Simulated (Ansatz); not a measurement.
Ca3GeO (anti-perovskite)

```xyz
5
Lattice="4.6049 0.0000 0.0000 0.0000 4.6049 0.0000 0.0000 0.0000 4.6049" Properties=species:S:1:pos:R:3 pbc="T T T"
Ca     2.3024     2.3024     0.0000
Ca     0.0000     2.3024     2.3024
Ca     2.3024     0.0000     2.3024
Ge     0.0000     0.0000     0.0000
O      2.3024     2.3024     2.3024
```

The slice is a {110} plane (indices of the conventional cell) through the point (0.500, 0.500, 0.500) (fractional), spanned by u = [100] and v = [011] in vectors of this cell: u (4.60 Å) and v (6.51 Å, at 90° to u). It covers one period; positions are fractions (u, v).

Method: LDA (plane waves to 420 eV, PAW, scalar-relativistic; Ansatz, a first-principles code). k mesh 7×7×7. Inside the PAW spheres the values are not all-electron values, and peaks at nuclei hang on which shells count as valence. At this level the bands of Ca3GeO touch or barely overlap. Ca3GeO was relaxed with its symmetry unable to fall.

### Question
What is the ELF at the midpoint of the shortest Ca–O line in this plane (2.30 Å)?

### Answer
0.11.

### Question
What is the valence density on the shortest Ca–O line in this plane (2.30 Å), at its midpoint?

### Answer
0.32 e/Å³.

### Question
Predict the map of the valence electron density on the slice.

### Answer
```
|****++==::::--==**********==--::::==++**|
|++++==--::..::==++******++==::..::--==++|
|====--::......::--==++==--::......::--==|
|::::::....    ..::------::..    ....::::|
|......          ..........          ....|
|                  ......                |
|                ..........              |
|            ..................          |
|          ......::::::::::......        |
|        ......::::::--::::::......      |
|        ....::::--======--::::....      |
|        ..::::--==******==--::::..      |
|      ....::::==**%%@@%%**==::::....    |
|      ....::--==**@@@@@@**==--::....    |
|      ....::::==**%%@@%%**==::::....    |
|        ..::::--==******==--::::..      |
|        ....::::--======--::::....      |
|        ......::::::--::::::......      |
|          ......::::::::::......        |
|            ..................          |
|                ..........              |
|                  ......                |
|......          ..........          ....|
|::::::....    ..::------::..    ....::::|
|====--::......::--==++==--::......::--==|
|++++==--::..::==++******++==::..::--==++|
|****++==::::--==**********==--::::==++**|
|##**++==--::--++**********++--::--==++**|
```
Scale: ten equal steps from -1.24 (start of ' ') to 1.75 (end of '@'), in the order ' .:-=+*#%@'. Values: log₁₀ of the valence density in e/Å³. The map has 20 points along u (two characters each, u = 0 at the left) and 28 along v (v = 0 in the bottom row). The scale is logarithmic, as a density can span decades between atoms and voids.
